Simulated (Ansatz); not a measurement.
Space group Fd-3m:1 (No. 227). a = 6.890 Å, b = 6.890 Å, c = 6.890 Å, α = 90.00°, β = 90.00°, γ = 90.00°
```
atom site symmetry x y z
  Hf    8a      -43m  0.5000  0.0000  0.5000
  Co   16d      .-3m  0.1250  0.6250  0.1250
```

Equation of state of this HfCo₂ structure (not necessarily the ground state), with shape and atoms relaxed at each volume where symmetry leaves them free. It has no gap at any of these volumes. Computed with DFT r2SCAN, scalar-relativistic, plane waves, PAW in Ansatz 0.2.0.

Cutoff 500 eV; k points 10×10×10 on the computed 6-atom cell (Γ-centred); Gaussian smearing, width 0.10 eV; collinear spin.

```json
{"V (Å³/atom)": "11.991", "E − E(largest V) (meV/atom)": "77.01", "P (GPa)": "30.67"}
{"V (Å³/atom)": "12.399", "E − E(largest V) (meV/atom)": "9.95", "P (GPa)": "21.46"}
{"V (Å³/atom)": "12.808", "E − E(largest V) (meV/atom)": "-33.98", "P (GPa)": "13.13"}
{"V (Å³/atom)": "13.217", "E − E(largest V) (meV/atom)": "-58.16", "P (GPa)": "6.04"}
{"V (Å³/atom)": "13.626", "E − E(largest V) (meV/atom)": "-65.63", "P (GPa)": "0.03"}
{"V (Å³/atom)": "14.035", "E − E(largest V) (meV/atom)": "-58.99", "P (GPa)": "-5.06"}
{"V (Å³/atom)": "14.443", "E − E(largest V) (meV/atom)": "-40.37", "P (GPa)": "-9.38"}
{"V (Å³/atom)": "14.988", "E − E(largest V) (meV/atom)": "0.00", "P (GPa)": "-14.15"}
```

Question: Fit a third-order Birch–Murnaghan equation to E(V).

Answer: V0 = 13.63 Å³/atom, B0 = 184 GPa, B0' = 4.5.

The state reached may not be the lowest one. Spin-orbit coupling is left out, which matters for the bands of heavy elements.